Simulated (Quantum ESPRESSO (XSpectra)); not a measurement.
Quantum ESPRESSO (XSpectra) run for X-ray absorption at the O K edge of ZnInGaO4 (R3m). Geometry: Materials Project entry mp-1215688 (a computed structure). The cell is the entry's, not relaxed again. The ground-state test found a gap, so occupations are fixed and the excited electron is left out (charged cell on a uniform background); energies count from the highest occupied level. pw.x input:

```
&CONTROL
  calculation = 'scf'
  prefix = 'x'
  pseudo_dir = './pseudo'
  outdir = './out'
/
&SYSTEM
  ibrav = 0
  nat = 49
  ntyp = 5
  ecutwfc = 70
  input_dft = 'PZ'
  tot_charge = 1
  occupations = 'fixed'
/
&ELECTRONS
  conv_thr = 4.9e-07
  mixing_beta = 0.4
/
ATOMIC_SPECIES
Oh 15.999 O.lda-tm-gipaw-star1s.UPF
Zn 65.380 Zn.upf
In 114.818 In.upf
Ga 69.723 Ga.lda-tm-gipaw.UPF
O 15.999 O.lda-tm-gipaw.UPF
CELL_PARAMETERS angstrom
  -1.680324941   -8.731224512    0.000000000
  -8.401624704   -2.910408171    0.000000000
  -1.680324941   -0.970136057   -8.713407000
ATOMIC_POSITIONS crystal
Zn     0.745482857    0.981931429    0.344860000
Zn     0.888340000    0.553360000    0.344860000
Zn     0.459768571    0.839074286    0.344860000
Zn     0.602625714    0.410502857    0.344860000
Zn     0.174054286    0.696217143    0.344860000
Zn     0.316911429    0.267645714    0.344860000
Zn     0.031197143    0.124788571    0.344860000
In     0.714681429    0.858725714    0.991690000
In     0.857538571    0.430154286    0.991690000
In     0.428967143    0.715868571    0.991690000
In     0.571824286    0.287297143    0.991690000
In     0.143252857    0.573011429    0.991690000
In     0.286110000    0.144440000    0.991690000
In     0.000395714    0.001582857    0.991690000
Ga     0.826719571    0.306878286    0.638889000
Ga     0.969576714    0.878306857    0.638889000
Ga     0.541005286    0.164021143    0.638889000
Ga     0.683862429    0.735449714    0.638889000
Ga     0.255291000    0.021164000    0.638889000
Ga     0.398148143    0.592592571    0.638889000
Ga     0.112433857    0.449735429    0.638889000
Oh     0.756448571    0.025794286    0.114580000
O      0.899305714    0.597222857    0.114580000
O      0.470734286    0.882937143    0.114580000
O      0.613591429    0.454365714    0.114580000
O      0.185020000    0.740080000    0.114580000
O      0.327877143    0.311508571    0.114580000
O      0.042162857    0.168651429    0.114580000
O      0.815908143    0.263632571    0.865929000
O      0.958765286    0.835061143    0.865929000
O      0.530193857    0.120775429    0.865929000
O      0.673051000    0.692204000    0.865929000
O      0.244479571    0.977918286    0.865929000
O      0.387336714    0.549346857    0.865929000
O      0.101622429    0.406489714    0.865929000
O      0.731674286    0.926697143    0.634840000
O      0.874531429    0.498125714    0.634840000
O      0.445960000    0.783840000    0.634840000
O      0.588817143    0.355268571    0.634840000
O      0.160245714    0.640982857    0.634840000
O      0.303102857    0.212411429    0.634840000
O      0.017388571    0.069554286    0.634840000
O      0.837656714    0.350626857    0.409209000
O      0.980513857    0.922055429    0.409209000
O      0.551942429    0.207769714    0.409209000
O      0.694799571    0.779198286    0.409209000
O      0.266228143    0.064912571    0.409209000
O      0.409085286    0.636341143    0.409209000
O      0.123371000    0.493484000    0.409209000
K_POINTS automatic
2 2 2 0 0 0
```

xspectra.x input:

```
&input_xspectra
  calculation = 'xanes_dipole'
  edge = 'K'
  prefix = 'x'
  outdir = './out'
  xonly_plot = .false.
  xiabs = 1
  xcoordcrys = .false.
  xepsilon(1) = 1.0
  xepsilon(2) = 0.0
  xepsilon(3) = 0.0
  xniter = 1500
  xcheck_conv = 50
  xerror = 0.002
  x_save_file = 'x0.sav'
/
&plot
  xnepoint = 451
  xemin = -5.0
  xemax = 40.0
  xgamma = 0.5
  terminator = .true.
  cut_occ_states = .true.
/
&pseudos
  filecore = 'core.wfc'
/
&cut_occ
  cut_desmooth = 0.1
  cut_stepl = 0.01
  cut_ierror = 1e-6
/
3 3 3 1 1 1
```

End of the pw.x output:

```
     2.4488   2.4771   2.5292   2.5671   2.6083   2.6513   2.6770   2.6963
     2.7518   2.7751   2.8187   2.8447   2.8849   2.9710   2.9989   3.0395
     3.0810   3.1238   3.1452   3.1828   3.2209   3.2759   3.2911   3.3041
     3.3055   3.3554   3.3745   3.4015   3.4221   3.4438   3.4825   3.5077
     3.6240   3.6566   3.7355   3.7760   3.8131   3.8291   3.9087   3.9386
     3.9595   4.0513   4.0719   4.1361   4.1591   4.2183   4.3120   4.3300
     4.3611   4.4255   4.5132   4.5576   4.6412   4.7785   4.8927   4.9477
     4.9649   5.0292   5.0955   5.1188   5.1425   5.2799   5.3279   5.4039
     5.4541   5.5477   5.5774   5.5979   5.7371   5.8151   5.8656   5.8889
     5.9524   6.0797   6.0926   6.1699   6.1976   6.2763   6.2846   6.3169
     6.3593   6.3935   6.4453   6.5031   6.5917   6.6231   6.6452   6.7243
     6.8107   6.8702   6.9493   7.0060   7.0553   7.0765   7.1367   7.1533
     7.1902   7.2293

     highest occupied level (ev):     7.3954

!    total energy              =   -4987.35729493 Ry
     estimated scf accuracy    <       0.00000007 Ry

     The total energy is the sum of the following terms:
     one-electron contribution =   -3369.43472852 Ry
     hartree contribution      =    1915.65752747 Ry
     xc contribution           =    -985.40695111 Ry
     ewald contribution        =   -2548.17314278 Ry

     convergence has been achieved in  20 iterations

     XML data file, charge density, pseudopotentials, collected wavefunctions
```

xspectra.x output, shortened:

```
... Begin STEP 1 ...

        Radial transition matrix element(s) used in the calculation of the
        initial vector of the Lanczos basis (|tilde{phi}_abs> normalized)
        | For PAW proj. (l=1) #1: radial matrix element =   0.141535429
        | For PAW proj. (l=1) #2: radial matrix element =   0.174719217

NB: the     7 k-point are not all listed below because npool=  4
        |-------------------------------------------------------------
        ! k-point #     1:  (-0.1260, -0.1455, -0.1296),  0.0741,   1
        |-------------------------------------------------------------
 okvan= F
        |   Norm of the initial Lanczos vector: 0.10086550E+00
        !   => CONVERGED at iter    950 with error=  0.00096977
        |-------------------------------------------------------------
        ! k-point #     2:  (-0.1260, -0.1455, -0.4697),  0.0741,   1
        |-------------------------------------------------------------
 okvan= F
        |   Norm of the initial Lanczos vector: 0.10086550E+00
        !   => CONVERGED at iter    900 with error=  0.00150589
        |-------------------------------------------------------------
        ! k-point #     3:  (-0.1260, -0.1455, -0.8099),  0.0741,   1
        |-------------------------------------------------------------
 okvan= F
        |   Norm of the initial Lanczos vector: 0.10086550E+00
        !   => CONVERGED at iter    900 with error=  0.00143674
        |-------------------------------------------------------------

        ...
... Begin STEP 2 ...

     The spectrum is calculated using the following parameters:
        energy-zero of the spectrum [eV]:    7.3954
        the occupied states are elimintate from the spectrum
        xemin [eV]:  -5.00
        xemax [eV]:  40.00
        xnepoint:  451
        constant broadening parameter [eV]:    0.500
        Core level energy [eV]:  -543.1
         (from electron binding energy of neutral atoms in X-ray data booklet)

     Cross-section successfully written in xanes.dat

     ... End STEP 2 ...

     xanes        :    403.42s CPU    405.46s WALL (       1 calls)

     -------------------------------------------------------------------------
                                END JOB XSpectra
     -------------------------------------------------------------------------
```

xanes.dat for the field along x, every fifth line (energy in eV, cross section):

```
   -5.000   5.6210e-04
   -4.500   6.1270e-04
   -4.000   6.7170e-04
   -3.500   7.4100e-04
   -3.000   8.2360e-04
   -2.500   9.2330e-04
   -2.000   1.0460e-03
   -1.500   1.1990e-03
   -1.000   1.3960e-03
   -0.500   1.6570e-03
    0.000   2.0180e-03
    0.500   2.5510e-03
    1.000   3.4150e-03
    1.500   4.9450e-03
    2.000   7.6150e-03
    2.500   1.2720e-02
    3.000   2.1990e-02
    3.500   3.7270e-02
    4.000   5.3170e-02
    4.500   5.1240e-02
    5.000   4.0640e-02
    5.500   3.0000e-02
    6.000   2.3230e-02
    6.500   2.5660e-02
    7.000   3.4280e-02
    7.500   4.0460e-02
    8.000   4.6180e-02
    8.500   4.2720e-02
    9.000   3.5760e-02
    9.500   3.3290e-02
   10.000   3.0510e-02
   10.500   2.8540e-02
   11.000   2.3500e-02
   11.500   2.0040e-02
   12.000   1.7320e-02
   12.500   1.5290e-02
   13.000   1.6120e-02
   13.500   1.6370e-02
   14.000   1.3050e-02
   14.500   9.7640e-03
   15.000   8.8670e-03
   15.500   7.6950e-03
   16.000   7.3700e-03
   16.500   6.6570e-03
   17.000   6.1880e-03
   17.500   7.8770e-03
   18.000   1.0170e-02
   18.500   1.1540e-02
   19.000   1.3040e-02
   19.500   1.4560e-02
   20.000   1.6720e-02
   20.500   1.8350e-02
   21.000   2.2040e-02
   21.500   2.5560e-02
   22.000   2.5950e-02
   22.500   2.4860e-02
   23.000   2.5510e-02
   23.500   2.5940e-02
   24.000   2.6680e-02
   24.500   3.1730e-02
   25.000   4.1620e-02
   25.500   4.6890e-02
   26.000   4.2790e-02
   26.500   3.7810e-02
   27.000   3.1070e-02
   27.500   2.4900e-02
   28.000   2.4190e-02
   28.500   2.4240e-02
   29.000   1.9320e-02
   29.500   1.7990e-02
   30.000   1.5970e-02
   30.500   1.4880e-02
   31.000   1.6310e-02
   31.500   1.6800e-02
   32.000   1.7980e-02
   32.500   1.8220e-02
   33.000   1.9100e-02
   33.500   1.9570e-02
   34.000   2.1470e-02
   34.500   2.1490e-02
   35.000   2.0630e-02
   35.500   1.8510e-02
   36.000   1.7190e-02
   36.500   1.6180e-02
   37.000   1.5180e-02
   37.500   1.5070e-02
   38.000   1.4840e-02
   38.500   1.6240e-02
   39.000   1.6320e-02
   39.500   1.6880e-02
   40.000   1.6170e-02
```
